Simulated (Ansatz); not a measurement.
Data:

SiC (4H type, space group P6_3mc)

```yaml
crystal:
  lattice:
    - [3.07776, 0.00000, 0.00000]
    - [-1.53888, 2.66542, 0.00000]
    - [0.00000, 0.00000, 10.07734]
  atoms:
    - { symbol: Si, position: [0.00000, 0.00000, 0.00030] }
    - { symbol: Si, position: [0.00000, 0.00000, 0.50030] }
    - { symbol: Si, position: [0.66667, 0.33333, 0.75024] }
    - { symbol: Si, position: [0.33333, 0.66667, 0.25024] }
    - { symbol: C, position: [0.00000, 0.00000, 0.81287] }
    - { symbol: C, position: [0.00000, 0.00000, 0.31287] }
    - { symbol: C, position: [0.66667, 0.33333, 0.56221] }
    - { symbol: C, position: [0.33333, 0.66667, 0.06221] }
```

E(V) scan at fixed shape, V₀ the volume above. The atoms relax within the cell's symmetry.

All values below come from r2SCAN (plane waves to 500 eV, PAW, scalar-relativistic; Ansatz, a first-principles code). k mesh 12×12×4 (Γ-centred), Fermi-Dirac smearing 0.05 eV. Energies are smeared free energies. Compression counts positive. With the shape held, the modulus is that of even scaling; a crystal free to change shape is softer. SiC was relaxed with its symmetry unable to fall. The PAW data are Ansatz's earlier set. ΔE is measured from the relaxed starting cell.

The scan covers V/V₀ from 0.940 to 1.060 in 11 points.

Task: What is the fitted pressure derivative B₀′?

Result: 3.9.

Task: What bulk modulus at fixed cell shape B₀ follows from a third-order Birch-Murnaghan fit?

Result: 228 GPa.

(Under strain, the slope of the energy per volume gives the stress and its curvature an elastic modulus.)
